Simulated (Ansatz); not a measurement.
Relaxed-ion elastic tensor of C in space group P6/mmm (No. 191; C on 2c) in GPa (Voigt order), r²SCAN+D4 (plane waves, PAW; program Ansatz); density 2.14 g/cm³, 9.34 Å³ per atom.

```tsv
	1	2	3	4	5	6
1	1040	178	-5.8	0.0	0.0	0.0
2	178	1040	-5.8	0.0	0.0	0.0
3	-5.8	-5.8	31.3	0.0	0.0	0.0
4	0.0	0.0	0.0	-4.5	0.0	0.0
5	0.0	0.0	0.0	0.0	-4.5	0.0
6	0.0	0.0	0.0	0.0	0.0	429
```

Q: Is the crystal mechanically stable?

A: No: the smallest eigenvalue of C is -4.5 GPa.

The first step of the workflow began from a Materials Project structure, measured or hypothetical; the Crystallography Open Database copy checked does not list it. It is not the phase usual at ambient conditions (space group No. 194, 227). Symmetry was held in the r²SCAN+D4 relaxation. At this level the phase is mechanically unstable. As this level gives no gap, shear constants depend on the k-mesh and smearing (Fermi–Dirac, 0.1 eV here).

Potentials: the later of the program's two PAW sets.
